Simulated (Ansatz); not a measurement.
Consider the following.

MgS:
```
CELL_PARAMETERS angstrom
      0.00000     2.82588     2.82588
      2.82588     0.00000     2.82588
      2.82588     2.82588     0.00000
ATOMIC_POSITIONS crystal
  S  0.75000 0.75000 0.75000
  Mg 0.00000 0.00000 0.00000
```

This is the PBEsol-relaxed structure.

Q: All from the program Ansatz at the PBEsol level (PAW), unless another level is named. Predict the Young's modulus.

A: 49.4 GPa.

Q: Predict the vibrational entropy at 300 K.

A: 26.1 J/(K·mol of atoms).

Q: Predict the elastic constants (relaxed ions, GPa).

A: C11 = 70.6, C12 = 51.3, C44 = 27.9.

Space group F-43m (zinc blende). The cell is a constructed one: a structure type filled with these elements; the Crystallography Open Database copy checked does not list it. COD files the formula under space group No. 225, so this cell is another polymorph or a model. Whether it is the stable phase at ambient conditions was not checked. The cell was relaxed with PBEsol under the symmetry of its start; phonons on a q-mesh show no instability.

Potentials: the later of the program's two PAW sets.
